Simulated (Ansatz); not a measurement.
Theory: DFT PBE, scalar-relativistic, plane waves, PAW in Ansatz. All cells share a 420 eV cutoff and Γ-centred k meshes spaced at most about 0.3 Å⁻¹ (about 0.25 or finer for metals, 2π included). No spin polarisation in the final relaxations.

These are static total energies at zero pressure.

Two relaxed structures of Ti3Al5Ni2:

A.

```
CELL_PARAMETERS angstrom
2.85312 0.00000 0.00000
0.00000 2.85312 0.00000
0.00000 0.00000 17.87513
ATOMIC_POSITIONS crystal
Ti 0.00000 0.00000 0.61300
Ti 0.00000 0.00000 0.00000
Ti 0.00000 0.00000 0.38700
Al 0.50000 0.50000 0.72395
Al 0.50000 0.50000 0.88878
Al 0.50000 0.50000 0.11122
Al 0.50000 0.50000 0.27605
Al 0.50000 0.50000 0.50000
Ni 0.00000 0.00000 0.80631
Ni 0.00000 0.00000 0.19369
```

B.

```
CELL_PARAMETERS angstrom
2.85331 0.00000 0.00000
0.00000 2.85331 0.00000
0.00000 0.00000 17.91754
ATOMIC_POSITIONS crystal
Ti 0.00000 0.00000 0.27491
Ti 0.00000 0.00000 0.50000
Ti 0.00000 0.00000 0.72509
Al 0.50000 0.50000 0.00000
Al 0.50000 0.50000 0.16419
Al 0.50000 0.50000 0.38751
Al 0.50000 0.50000 0.61249
Al 0.50000 0.50000 0.83581
Ni 0.00000 0.00000 0.91816
Ni 0.00000 0.00000 0.08184
```

Problem. Which is lower in energy, and by how much?

Solution. A is lower, by 12 meV/atom. A has space group P4/mmm (No. 123), 14.6 Å³/atom and no gap on its mesh; B has space group P4/mmm (No. 123), 14.6 Å³/atom and no gap. Counting all near atoms (those within 1.25 times the shortest distance at each site; a plus sign parts nearer from farther groups; a slash parts the counts of unlike sites), A has Ti 12+1/12+2, Al 12/4+9, Ni 8+4 and B has Ti 12/12+1, Al 12/4+9/8+6, Ni 8+5. Both come from invented guesses.

For metals, differences of a few meV/atom aren't resolved. Trial moments died out on the coarse mesh in P4/mmm; another magnetic start might hold. Cells relaxed within their symmetry can be saddle points.
